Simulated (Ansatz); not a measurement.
# Structure optimisation: germanium, bcc

Level of theory: Ansatz 0.2.0, DFT, LDA (PW92), plane waves (420 eV) with PAW, scalar-relativistic. (PAW data from PBE, frozen cores regenerated.)

k-point mesh 13×13×13, Fermi-Dirac smearing 0.1 eV, no spin polarisation. Cell and atoms relax.

Starting structure:

```yaml
crystal:
  lattice:
    - [-1.68799, 1.68799, 1.68799]
    - [1.68799, -1.68799, 1.68799]
    - [1.68799, 1.68799, -1.68799]
  atoms:
    - { symbol: Ge, position: [0.00000, 0.00000, 0.00000] }
```

The pressure at the start is -4.7 GPa. By how much does the volume change?

From 19.24 to 17.91 Å³ per atom, -6.9 %. The final cell has a = 3.297 Å.

How much energy does the relaxation gain?

20.6 meV per atom.
